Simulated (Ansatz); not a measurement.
Q: Each is relaxed and computed with plane-wave PAW PBEsol (Ansatz code). Which is the only metal?
A. Mo2C, Pbcn (Mo on 8d, C on 4c)
B. AlSiCN, P3m1 (Al on 1b, Si on 1c, C on 1b, N on 1c)
C. B4C, R-3m (B on 18h, B on 18h, C on 6c, C on 3b)
D. MnF2, Pbcn (Mn on 4c, F on 8d)

A: A, Mo2C, Pbcn (Mo on 8d, C on 4c). Mo2C: metal; B4C: gap 1.46 eV (indirect); AlSiCN: gap 3.26 eV (indirect); MnF2: gap 2.06 eV (indirect). Spin orders computed, not proven ground states: MnF2, Pbcn (Mn on 4c, F on 8d) antiferromagnetic. Standing as an ambient phase not checked: Mo2C, Pbcn (Mo on 8d, C on 4c); B4C, R-3m (B on 18h, B on 18h, C on 6c, C on 3b); AlSiCN, P3m1 (Al on 1b, Si on 1c, C on 1b, N on 1c); MnF2, Pbcn (Mn on 4c, F on 8d). All cells were relaxed under the symmetry of their starts (and spin orders); stability against distortions was not tested throughout. Cells of antiferromagnets are given as chemical subcells. Rows with no word on spin ran without spin polarisation. No Hubbard U is applied. Scalar-relativistic: spin–orbit coupling is off unless named, which matters more the heavier the elements.

Potentials: the later of the program's two PAW sets.
